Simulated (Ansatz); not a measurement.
Method: DFT PBE, scalar-relativistic, plane waves, PAW (Ansatz 0.2.0). All cells share a 420 eV cutoff and Γ-centred k meshes spaced at most about 0.3 Å⁻¹ (about 0.25 or finer for metals, 2π included). No spin polarisation in the final relaxations.

Temperature and zero-point effects are left out.

Two relaxed structures of GeSbTe₃:

A. Space group P6/mmm (No. 191), hexagonal, a = 6.425 Å, c = 5.537 Å. Ge has 2 Sb at 2.77 Å; Sb has 2 Ge at 2.77 Å and 6 Te at 3.21 Å; around Te lie 4 Te at 3.21 Å and 2 Sb at 3.21 Å.

B. Space group P4/mmm (No. 123), tetragonal, a = 4.185 Å, c = 9.202 Å. Around Ge lie 8 Te at 3.32 Å; Sb is surrounded by 6 Te at 2.96–3.11 Å; around Te on a site of symmetry 4mm lie 1 Te at 2.99 Å, 1 Sb at 3.11 Å and 4 Ge at 3.32 Å; Te on a site of symmetry 4/mmm is surrounded by 4 Sb at 2.96 Å.

Question: Which form is favoured at zero pressure, and by what margin per atom?

Answer: B is lower, by 0.41 eV/atom. A has space group P6/mmm (No. 191), 39.6 Å³/atom and no gap on its mesh; B has space group P4/mmm (No. 123), 32.2 Å³/atom and no gap. Counting all near atoms (for each partner element, those within 1.25 times its shortest distance or 1.15 times the sum of covalent radii, where it is the nearest in units of that sum or under 1.3; a plus sign parts groups by distance over the sum of covalent radii; the shortest distance is added where it exceeds 1.18 times the sum of covalent radii; a slash parts the counts of unlike sites), A has Ge 2, Sb 8, Te 6 and B has Ge 8 from 3.3 Å, Sb 6, Te 4/2+4. B holds Te–Te pairs (shortest 2.99 Å); in A the shortest Te–Te distance is 3.21 Å, near bonding range too. The denser one is the lower, and pressure would at first widen the difference. Even the lower one lies +0.17 eV/atom against the reference forms of the elements (uncorrected), so neither is stable at this level. Both come from invented guesses.

These runs have no spin–orbit coupling, which can matter for Sb and Te. In P6/mmm, P4/mmm an odd number of electrons in the primitive cell allows no gap without spin; a larger cell or a magnetic state could open one. A magnetic state wasn't ruled out in cells without spin, among them P6/mmm, P4/mmm. Cells relaxed within their symmetry can be saddle points.
